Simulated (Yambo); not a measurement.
G0W0@PBEsol for LiBH$_{4}$ (space group P6_3mc, No. 186) in Yambo. Reference settings: 3×3×2 Γ-centred k mesh, bands 3 to 179 and a 8 Ry block in the screening, 179 bands in G with the Bruneval-Gonze terminator, plasmon pole fitted at 27.2 eV. The PBEsol gap Γ → K on this mesh is 6.61 eV; G0W0 gaps are taken between the same points.

The settings were changed. The gap went from 9.35 eV to 9.16 eV, and the shift of the valence edge from -1.88 eV to -1.45 eV.

Question: Which change was made?
A. 59 bands in G, no terminator
B. pole fitted at 10 eV
C. 3 Ry block
D. 110 bands in G, no terminator

Answer: A, 59 bands in G, no terminator. The others gave (gap, valence shift): pole fitted at 10 eV: 9.26, -1.73 eV; 110 bands in G, no terminator: 9.26, -1.69 eV; 3 Ry block: 8.96, -1.52 eV.

Geometry of the Materials Project entry, not relaxed at this level; primitive cell a = 4.1800 Å, b = 4.1800 Å, c = 6.7099 Å, α = 90.00°, β = 90.00°, γ = 120.00°.

The structure is a Materials Project entry; no match was found in the copy of COD used, and its stability was not checked.

A shift is the quasiparticle energy of the state minus its PBEsol energy.
